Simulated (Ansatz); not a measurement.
Input, command and steps of an Ansatz relaxation.

```yaml
crystal:
  lattice:
    - [4.0430839141, 0.0, 0.0]
    - [0.0, 4.0430839141, 0.0]
    - [0.0, 0.0, 4.0430839141]
  atoms:
    - { symbol: Ca, position: [0.5, 0.5, 0.5] }
    - { symbol: B, position: [0.0, 0.0, 0.2989324299] }
    - { symbol: B, position: [0.0, 0.0, 0.7010675701] }
    - { symbol: B, position: [0.2989324299, 0.0, 0.0] }
    - { symbol: B, position: [0.7010675701, 0.0, 0.0] }
    - { symbol: B, position: [0.0, 0.2989324299, 0.0] }
    - { symbol: B, position: [0.0, 0.7010675701, 0.0] }
basis:
  ecutwfc: 420
kpoints:
  mp_grid: { grid: [10, 10, 10] }
hamiltonian:
  xc: pbesol
scf:
  occupations: { method: gaussian, width: 0.1 }
output:
  forces: true
  stress: true
  eigenvalues: true
  write_density: true
  write_potential: true
  elf: true
  volumetric_format: npy
relax:
  adjacent_minimum: "off"
  f_tol: 0.01
  max_steps: 30
```

```bash
ansatz run input.yaml --threads 2 --pin off --max-ram 5120MiB --backend cpu --events-out ev --progress --plain --runs-dir out
```

Computed with Ansatz, DFT PBEsol, scalar-relativistic, plane waves, PAW.

The volume is held at 0.94 times that of the relaxed cell.

Of 4 frames 3 are shown, positions in Å and forces in eV/Å; the SCF threshold varies from step to step.

```xyz
7
Lattice="4.0431 0.0000 0.0000 0.0000 4.0431 0.0000 0.0000 0.0000 4.0431" Properties=species:S:1:pos:R:3:forces:R:3 pbc="T T T" step=1 free_energy_over_end_meV_per_atom=0.15
Ca    2.0215    2.0215    2.0215    0.0000    0.0000    0.0000
B     0.0000    0.0000    1.2086    0.0000    0.0000    0.1624
B     0.0000    0.0000    2.8345    0.0000    0.0000   -0.1624
B     1.2086    0.0000    0.0000    0.1624    0.0000    0.0000
B     2.8345    0.0000    0.0000   -0.1624    0.0000    0.0000
B     0.0000    1.2086    0.0000    0.0000    0.1624    0.0000
B     0.0000    2.8345    0.0000    0.0000   -0.1624    0.0000
7
Lattice="4.0431 0.0000 0.0000 0.0000 4.0431 0.0000 0.0000 0.0000 4.0431" Properties=species:S:1:pos:R:3:forces:R:3 pbc="T T T" step=2 free_energy_over_end_meV_per_atom=0.04
Ca    2.0215    2.0215    2.0215    0.0000    0.0000    0.0000
B     0.0000    0.0000    1.2096    0.0000    0.0000    0.0836
B     0.0000    0.0000    2.8335    0.0000    0.0000   -0.0836
B     1.2096    0.0000    0.0000    0.0836    0.0000    0.0000
B     2.8335    0.0000    0.0000   -0.0836    0.0000    0.0000
B     0.0000    1.2096    0.0000    0.0000    0.0836    0.0000
B     0.0000    2.8335    0.0000    0.0000   -0.0836    0.0000
7
Lattice="4.0431 0.0000 0.0000 0.0000 4.0431 0.0000 0.0000 0.0000 4.0431" Properties=species:S:1:pos:R:3:forces:R:3 pbc="T T T" step=4 free_energy_over_end_meV_per_atom=0.00
Ca    2.0215    2.0215    2.0215    0.0000    0.0000    0.0000
B     0.0000    0.0000    1.2107    0.0000    0.0000   -0.0004
B     0.0000    0.0000    2.8324    0.0000    0.0000    0.0004
B     1.2107    0.0000    0.0000   -0.0004    0.0000    0.0000
B     2.8324    0.0000    0.0000    0.0004    0.0000    0.0000
B     0.0000    1.2107    0.0000    0.0000   -0.0004    0.0000
B     0.0000    2.8324    0.0000    0.0000    0.0004    0.0000
```

The run took 5.5 s on 2 threads of Intel(R) Xeon(R) Platinum 8488C (Sapphire Rapids), with other jobs on the host, peak memory 0.44 GiB.